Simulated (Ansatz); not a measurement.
One crystal and one scan (energy over volume and axial ratio) at two levels, PBE (plane waves to 420 eV, PAW, scalar-relativistic; Ansatz, a program for electronic structure) and r2SCAN (plane waves to 500 eV, PAW, scalar-relativistic; Ansatz), each from its own relaxed cell and on its own mesh. The cell shown is that of PBE.

ZnO (wurtzite)

```yaml
crystal:
  lattice:
    - [3.27991, 0.00000, 0.00000]
    - [-1.63996, 2.84049, 0.00000]
    - [0.00000, 0.00000, 5.29408]
  atoms:
    - { symbol: Zn, position: [0.66667, 0.33333, 0.00214] }
    - { symbol: Zn, position: [0.33333, 0.66667, 0.50214] }
    - { symbol: O, position: [0.66667, 0.33333, 0.62306] }
    - { symbol: O, position: [0.33333, 0.66667, 0.12306] }
```

Two coordinates are scanned: the volume, and the ratio of the stretch along z (the conventional c axis) to the stretch across it. Atoms keep their fractional coordinates.

E stands for the smeared free energy. The PAW data are Ansatz's earlier set. ZnO was relaxed with its symmetry unable to fall. As the atoms are clamped, bonds stretch with the cell, which overstates energies and stresses. Percentages come from the unrounded values. Both scans cover V/V₀ from 0.920 to 1.080 and (c/a)/(c/a)₀ from 0.880 to 1.120.

Results of PBE:

Lattice constant a (Å): 3.280
Lattice constant c (Å): 5.294
Relaxed volume (Å³/atom): 12.33
Band gap of the relaxed cell, no spin-orbit coupling (eV): 0.74
Modulus against c/a change at fixed volume, (3/4V)·∂²E/∂(ln c/a)² (fit, atoms clamped) (GPa): 100

Q: Estimate the r2SCAN values.

A: 
```csv
quantity,r2SCAN,PBE − r2SCAN
Lattice constant a (Å),3.235,+0.045 (+1.4 %)
Lattice constant c (Å),5.211,+0.083 (+1.6 %)
Relaxed volume (Å³/atom),11.81,+0.52 (+4.4 %)
"Band gap of the relaxed cell, no spin-orbit coupling (eV)",1.23,-0.49 (-40 %)
"Modulus against c/a change at fixed volume, (3/4V)·∂²E/∂(ln c/a)² (fit, atoms clamped) (GPa)",116,-16 (-14 %)
```

PBE gives the higher value for: lattice constant a; lattice constant c; relaxed volume. PBE gives the lower value for: band gap of the relaxed cell, no spin-orbit coupling; modulus against c/a change at fixed volume. Neither level is exact: the differences show how much the result hangs on the functional.

(A scan under strain: stresses follow from slopes of the energy per volume, elastic moduli from its curvatures.)
